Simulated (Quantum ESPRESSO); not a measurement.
Ga8P7As, one run as intended and one with a planted mistake

Simulated, not a measurement. The program is pw.x of Quantum ESPRESSO 7.5 (plane-wave density functional theory). The cell is made up: 16 atoms on a doubled zincblende/diamond lattice, with randomly drawn elements, strain and displacements, not relaxed. PseudoDojo standard norm-conserving files (v0.5 for PBE, v0.4.1 for LDA and PBEsol) set the functional; there is no spin polarisation, spin-orbit coupling or dispersion term, and the masses in the input are unused placeholders.

Intended input:

```
&control calculation='scf', pseudo_dir='./dojo.nc.sr.pbe.v0_5.standard.upf', outdir='./o', disk_io='low', tprnfor=.true., tstress=.true. /
&system ibrav=0, nat=16, ntyp=3, nbnd=83, ecutwfc=84.00895049, nosym=.true., tot_charge=0,
 occupations='smearing', smearing='fd', degauss=0.0018374661
/
&electrons conv_thr=7.350e-09, electron_maxstep=60, /
ATOMIC_SPECIES
As 1.0 As.upf
Ga 1.0 Ga.upf
P 1.0 P.upf
CELL_PARAMETERS angstrom
5.795 -0.0373 0.0032
-0.0373 5.6724 -0.0571
0.0065 -0.1141 11.5154
ATOMIC_POSITIONS angstrom
Ga 0.0115 0.0428 0.0003
Ga -0.0361 2.8116 2.891
Ga 2.887 -0.0531 2.875
Ga 2.9085 2.8596 -0.0111
Ga -0.0231 -0.0815 5.7473
Ga 0.0137 2.7612 8.597
Ga 2.9011 -0.1118 8.6386
Ga 2.8865 2.7921 5.7455
P 1.4261 1.3857 1.4136
P 1.3983 4.1818 4.3109
As 4.3428 1.3071 4.3253
P 4.3412 4.2219 1.3924
P 1.4416 1.349 7.1619
P 1.4462 4.1301 10.0043
P 4.332 1.3058 10.0874
P 4.3157 4.1528 7.1322
K_POINTS automatic
4 4 2 1 1 1
```

The log is shortened where brackets say so; the opening notice, blank lines, dates and the lines on written files are dropped, and the path of the files is cut. It prints rydbergs, bohrs and kilobars, and counts compression as positive stress. Where no state is partly filled, the Fermi energy that it prints is only some level between the filled and the empty states on the mesh, and need not lie in the true gap.

Log of the intended run:

```
     Program PWSCF v.7.5
     Parallel version (MPI & OpenMP), running on       4 processor cores
     Number of MPI processes:                 4
     Threads/MPI process:                     1
     [start-up lines left out]
     bravais-lattice index     =            0
     lattice parameter (alat)  =      10.9512  a.u.
     unit-cell volume          =    2554.0777 (a.u.)^3
     number of atoms/cell      =           16
     number of atomic types    =            3
     number of electrons       =       154.00
     number of Kohn-Sham states=           83
     kinetic-energy cutoff     =      84.0090  Ry
     charge density cutoff     =     336.0358  Ry
     scf convergence threshold =      7.3E-09
     mixing beta               =       0.7000
     number of iterations used =            8  plain     mixing
     Exchange-correlation= PBE
                           (   1   4   3   4   0   0   0)
     [axes and pseudopotential details left out]
   Cartesian axes
     site n.     atom                  positions (alat units)
         1        Ga     tau(   1) = (   0.0019844   0.0073855   0.0000518  )
         2        Ga     tau(   2) = (  -0.0062294   0.4851668   0.4988679  )
         3        Ga     tau(   3) = (   0.4981777  -0.0091629   0.4961070  )
         4        Ga     tau(   4) = (   0.5018877   0.4934496  -0.0019154  )
         5        Ga     tau(   5) = (  -0.0039861  -0.0140636   0.9917481  )
         6        Ga     tau(   6) = (   0.0023641   0.4764698   1.4834893  )
         7        Ga     tau(   7) = (   0.5006108  -0.0192921   1.4906678  )
         8        Ga     tau(   8) = (   0.4980914   0.4818019   0.9914375  )
         9        P      tau(   9) = (   0.2460863   0.2391149   0.2439293  )
        10        P      tau(  10) = (   0.2412892   0.7216070   0.7438844  )
        11        As     tau(  11) = (   0.7493890   0.2255518   0.7463692  )
        12        P      tau(  12) = (   0.7491129   0.7285266   0.2402711  )
        13        P      tau(  13) = (   0.2487610   0.2327820   1.2358500  )
        14        P      tau(  14) = (   0.2495548   0.7126857   1.7263315  )
        15        P      tau(  15) = (   0.7475254   0.2253275   1.7406712  )
        16        P      tau(  16) = (   0.7447127   0.7166028   1.2307250  )
     number of k points=    16  Fermi-Dirac smearing, width (Ry)=  0.0018
                       cart. coord. in units 2pi/alat
        k(    1) = (   0.1257680   0.1298101   0.1270276), wk =   0.1250000
        k(    2) = (   0.1258907   0.1272777  -0.1246223), wk =   0.1250000
     [further k points left out]
     Dense  grid:   265567 G-vectors     FFT dimensions: (  64,  64, 128)
     Estimated max dynamical RAM per process >     693.15 MB
     Estimated total dynamical RAM >       2.52 GB
     Initial potential from superposition of free atoms
     starting charge     153.9774, renormalised to     154.0000
     Starting wfcs are  109 randomized atomic wfcs
     total cpu time spent up to now is       12.2 secs
     per-process dynamical memory:   474.4 Mb
     Self-consistent Calculation
     iteration #  1     ecut=    84.01 Ry     beta= 0.70
     Davidson diagonalization with overlap
     ethr =  1.00E-02,  avg # of iterations =  3.1
     Threshold (ethr) on eigenvalues was too large:
     Diagonalizing with lowered threshold
     Davidson diagonalization with overlap
     ethr =  3.41E-04,  avg # of iterations =  2.6
     total cpu time spent up to now is       56.9 secs
     total energy              =   -1532.89691785 Ry
     estimated scf accuracy    <       0.53491049 Ry
     iteration #  2     ecut=    84.01 Ry     beta= 0.70
     Davidson diagonalization with overlap
     ethr =  3.47E-04,  avg # of iterations =  3.6
     total cpu time spent up to now is       79.6 secs
     total energy              =   -1533.01917650 Ry
     estimated scf accuracy    <       0.17620611 Ry
     [iterations 3 to 11 left out]
     iteration # 12     ecut=    84.01 Ry     beta= 0.70
     Davidson diagonalization with overlap
     ethr =  9.14E-11,  avg # of iterations =  2.0
     total cpu time spent up to now is      310.1 secs
     total energy              =   -1533.05700701 Ry
     estimated scf accuracy    <       0.00000002 Ry
     iteration # 13     ecut=    84.01 Ry     beta= 0.70
     Davidson diagonalization with overlap
     ethr =  1.27E-11,  avg # of iterations =  4.0
     total cpu time spent up to now is      333.9 secs
     End of self-consistent calculation
     [lines on levels left out]
     the Fermi energy is     6.5715 ev
!    total energy              =   -1533.05700702 Ry
     estimated scf accuracy    <          5.0E-10 Ry
     smearing contrib. (-TS)   =      -0.00000000 Ry
     internal energy E=F+TS    =   -1533.05700702 Ry
     The total energy is F=E-TS. E is the sum of the following terms:
     one-electron contribution =    -838.87219956 Ry
     hartree contribution      =     526.41711123 Ry
     xc contribution           =    -410.56539419 Ry
     ewald contribution        =    -810.03652450 Ry
     convergence has been achieved in  13 iterations
     Forces acting on atoms (cartesian axes, Ry/au):
     atom    1 type  2   force =    -0.00355149   -0.01030243   -0.01007032
     atom    2 type  2   force =     0.01192857    0.00340863   -0.02086038
     atom    3 type  2   force =    -0.01712596   -0.01470685   -0.01387042
     atom    4 type  2   force =    -0.00947259   -0.01025121   -0.00417437
     atom    5 type  2   force =     0.01773174   -0.00704569    0.01728467
     atom    6 type  2   force =    -0.00992467   -0.00750048   -0.00172988
     atom    7 type  2   force =    -0.00051877    0.00609660   -0.00364591
     atom    8 type  2   force =    -0.01581334   -0.00297853    0.00392114
     atom    9 type  3   force =     0.01036551    0.01326969    0.01038751
     atom   10 type  3   force =     0.01022773    0.00569715   -0.00860129
     atom   11 type  1   force =    -0.00729344    0.01380239   -0.00114528
     atom   12 type  3   force =     0.00041368    0.00310257    0.00829899
     atom   13 type  3   force =     0.00135022   -0.00657622    0.00513002
     atom   14 type  3   force =    -0.00211461    0.01018267    0.01293920
     atom   15 type  3   force =     0.00719919   -0.00031226   -0.00851386
     atom   16 type  3   force =     0.00659823    0.00411398    0.01465019
     Total force =     0.067392     Total SCF correction =     0.000074
     Computing stress (Cartesian axis) and pressure
          total   stress  (Ry/bohr**3)                   (kbar)     P=      -61.02
  -0.00045787   0.00005668   0.00001496          -67.36        8.34        2.20
   0.00005668  -0.00036033   0.00007731            8.34      -53.01       11.37
   0.00001496   0.00007731  -0.00042629            2.20       11.37      -62.71
     init_run     :     11.54s CPU     12.14s WALL (       1 calls)
     electrons    :    316.20s CPU    321.75s WALL (       1 calls)
     forces       :      4.77s CPU      4.89s WALL (       1 calls)
     stress       :     14.75s CPU     15.12s WALL (       1 calls)
     [timing details left out]
     PWSCF        :   5m47.42s CPU   5m54.25s WALL
     JOB DONE.
```

A second run has one planted mistake: the cell has the wrong charge. The input lines that differ, file-writing options aside:

```
- &system ibrav=0, nat=16, ntyp=3, nbnd=83, ecutwfc=84.00895049, nosym=.true., tot_charge=0,
+ &system ibrav=0, nat=16, ntyp=3, nbnd=84, ecutwfc=84.00895049, nosym=.true., tot_charge=-1,
```

Its log:

```
     Program PWSCF v.7.5
     Parallel version (MPI & OpenMP), running on       4 processor cores
     Number of MPI processes:                 4
     Threads/MPI process:                     1
     [start-up lines left out]
     bravais-lattice index     =            0
     lattice parameter (alat)  =      10.9512  a.u.
     unit-cell volume          =    2554.0777 (a.u.)^3
     number of atoms/cell      =           16
     number of atomic types    =            3
     number of electrons       =       155.00
     number of Kohn-Sham states=           84
     kinetic-energy cutoff     =      84.0090  Ry
     charge density cutoff     =     336.0358  Ry
     scf convergence threshold =      7.3E-09
     mixing beta               =       0.7000
     number of iterations used =            8  plain     mixing
     Exchange-correlation= PBE
                           (   1   4   3   4   0   0   0)
     [axes and pseudopotential details left out]
   Cartesian axes
     site n.     atom                  positions (alat units)
         1        Ga     tau(   1) = (   0.0019844   0.0073855   0.0000518  )
         2        Ga     tau(   2) = (  -0.0062294   0.4851668   0.4988679  )
         3        Ga     tau(   3) = (   0.4981777  -0.0091629   0.4961070  )
         4        Ga     tau(   4) = (   0.5018877   0.4934496  -0.0019154  )
         5        Ga     tau(   5) = (  -0.0039861  -0.0140636   0.9917481  )
         6        Ga     tau(   6) = (   0.0023641   0.4764698   1.4834893  )
         7        Ga     tau(   7) = (   0.5006108  -0.0192921   1.4906678  )
         8        Ga     tau(   8) = (   0.4980914   0.4818019   0.9914375  )
         9        P      tau(   9) = (   0.2460863   0.2391149   0.2439293  )
        10        P      tau(  10) = (   0.2412892   0.7216070   0.7438844  )
        11        As     tau(  11) = (   0.7493890   0.2255518   0.7463692  )
        12        P      tau(  12) = (   0.7491129   0.7285266   0.2402711  )
        13        P      tau(  13) = (   0.2487610   0.2327820   1.2358500  )
        14        P      tau(  14) = (   0.2495548   0.7126857   1.7263315  )
        15        P      tau(  15) = (   0.7475254   0.2253275   1.7406712  )
        16        P      tau(  16) = (   0.7447127   0.7166028   1.2307250  )
     number of k points=    16  Fermi-Dirac smearing, width (Ry)=  0.0018
                       cart. coord. in units 2pi/alat
        k(    1) = (   0.1257680   0.1298101   0.1270276), wk =   0.1250000
        k(    2) = (   0.1258907   0.1272777  -0.1246223), wk =   0.1250000
     [further k points left out]
     Dense  grid:   265567 G-vectors     FFT dimensions: (  64,  64, 128)
     Estimated max dynamical RAM per process >     697.75 MB
     Estimated total dynamical RAM >       2.54 GB
     Initial potential from superposition of free atoms
     starting charge     153.9774, renormalised to     155.0000
     Starting wfcs are  109 randomized atomic wfcs
     total cpu time spent up to now is       13.0 secs
     per-process dynamical memory:   477.0 Mb
     Self-consistent Calculation
     iteration #  1     ecut=    84.01 Ry     beta= 0.70
     Davidson diagonalization with overlap
     ethr =  1.00E-02,  avg # of iterations =  3.1
     Threshold (ethr) on eigenvalues was too large:
     Diagonalizing with lowered threshold
     Davidson diagonalization with overlap
     ethr =  5.22E-04,  avg # of iterations =  2.5
     total cpu time spent up to now is       63.9 secs
     total energy              =   -1532.19617869 Ry
     estimated scf accuracy    <       0.81915480 Ry
     iteration #  2     ecut=    84.01 Ry     beta= 0.70
     Davidson diagonalization with overlap
     ethr =  5.28E-04,  avg # of iterations =  4.5
     total cpu time spent up to now is       97.5 secs
     total energy              =   -1532.19521240 Ry
     estimated scf accuracy    <       1.06148031 Ry
     [iterations 3 to 12 left out]
     iteration # 13     ecut=    84.01 Ry     beta= 0.70
     Davidson diagonalization with overlap
     ethr =  5.73E-11,  avg # of iterations =  5.1
     total cpu time spent up to now is      397.6 secs
     total energy              =   -1532.51060997 Ry
     estimated scf accuracy    <       0.00000002 Ry
     iteration # 14     ecut=    84.01 Ry     beta= 0.70
     Davidson diagonalization with overlap
     ethr =  1.39E-11,  avg # of iterations =  3.0
     total cpu time spent up to now is      420.9 secs
     End of self-consistent calculation
     [lines on levels left out]
     the Fermi energy is     7.7248 ev
!    total energy              =   -1532.51060997 Ry
     estimated scf accuracy    <          3.0E-09 Ry
     smearing contrib. (-TS)   =      -0.00006633 Ry
     internal energy E=F+TS    =   -1532.51054364 Ry
     The total energy is F=E-TS. E is the sum of the following terms:
     one-electron contribution =    -838.21418685 Ry
     hartree contribution      =     527.04008431 Ry
     xc contribution           =    -411.29991661 Ry
     ewald contribution        =    -810.03652450 Ry
     convergence has been achieved in  14 iterations
     Forces acting on atoms (cartesian axes, Ry/au):
     atom    1 type  2   force =    -0.00405574   -0.01099044   -0.00995070
     atom    2 type  2   force =     0.01153388    0.00460025   -0.02065478
     atom    3 type  2   force =    -0.01732027   -0.01563918   -0.01392589
     atom    4 type  2   force =    -0.00939363   -0.00910643   -0.00398982
     atom    5 type  2   force =     0.01730781   -0.00801625    0.01668575
     atom    6 type  2   force =    -0.01026526   -0.00640193   -0.00193047
     atom    7 type  2   force =    -0.00063665    0.00529107   -0.00400651
     atom    8 type  2   force =    -0.01572595   -0.00161398    0.00357286
     atom    9 type  3   force =     0.01028810    0.01318156    0.01002935
     atom   10 type  3   force =     0.01000873    0.00513525   -0.00759749
     atom   11 type  1   force =    -0.00677431    0.01308984   -0.00050935
     atom   12 type  3   force =     0.00121151    0.00330954    0.00787967
     atom   13 type  3   force =     0.00157030   -0.00627760    0.00520051
     atom   14 type  3   force =    -0.00157511    0.00961754    0.01236152
     atom   15 type  3   force =     0.00712591   -0.00013998   -0.00766388
     atom   16 type  3   force =     0.00670069    0.00396077    0.01449923
     Total force =     0.066299     Total SCF correction =     0.000277
     Computing stress (Cartesian axis) and pressure
          total   stress  (Ry/bohr**3)                   (kbar)     P=        3.82
  -0.00000993   0.00005268   0.00001718           -1.46        7.75        2.53
   0.00005268   0.00007146   0.00007052            7.75       10.51       10.37
   0.00001718   0.00007052   0.00001647            2.53       10.37        2.42
     init_run     :     11.98s CPU     12.48s WALL (       1 calls)
     electrons    :    398.85s CPU    407.91s WALL (       1 calls)
     forces       :      4.84s CPU      4.93s WALL (       1 calls)
     stress       :     14.95s CPU     15.31s WALL (       1 calls)
     [timing details left out]
     PWSCF        :   7m11.24s CPU   7m21.45s WALL
     JOB DONE.
```

```
                                            intended run  run with the mistake
                          free energy (eV)    -20858.303            -20850.869
                    smearing term -TS (eV)        0.0000               -0.0009
                            pressure (GPa)         -6.10                  0.38
            largest force component (eV/Å)         0.536                 0.531
largest change of a force component (eV/Å)                               0.035
                                iterations            13                    14
```

For scale, a rerun of the intended cell at a cutoff of 1437 eV and k mesh 6 x 6 x 4 moved values by no more than 0.023 eV in energy, 0.02 GPa in stress and 0.002 eV/Å in force. The charged cell sits in a uniform background, so its energy and stress rest on the program's zero of potential. The number of bands, nbnd, was set by rule from the electron count and the smearing, so it follows the mistake.